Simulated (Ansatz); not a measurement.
Data:

Ga2O3:
```
CELL_PARAMETERS angstrom
      6.12699     1.51944     0.00000
     -6.12699     1.51944     0.00000
     -1.38603     0.00000     5.64109
ATOMIC_POSITIONS crystal
  Ga 0.34130 0.65870 0.68544
  Ga 0.65870 0.34130 0.31456
  Ga 0.90942 0.09058 0.20509
  Ga 0.09058 0.90942 0.79491
  O  0.50374 0.49626 0.74384
  O  0.49626 0.50374 0.25616
  O  0.82668 0.17332 0.43651
  O  0.17332 0.82668 0.56349
  O  0.16426 0.83574 0.10921
  O  0.83574 0.16426 0.89079
```

This is the r²SCAN-relaxed structure.

### Question
All from r²SCAN in the plane-wave PAW code Ansatz, unless another level is named. Estimate the formation energy from the elements (no fitted shifts).

### Answer
-2063 meV/atom.

### Question
And the smallest direct gap on the standard path?

### Answer
3.05 eV.

### Question
Next, the band gap?

### Answer
3.02 eV (indirect).

### Question
Next, the conduction-band minimum?

### Answer
at Γ.

Space group C2/m. Symmetry was held in the r²SCAN relaxation. The references are the lowest solids computed at this level, not always the standard phases (solids in place of the gases). Spin–orbit coupling is left out wherever it is not named.

Potentials: the later of the program's two PAW sets.
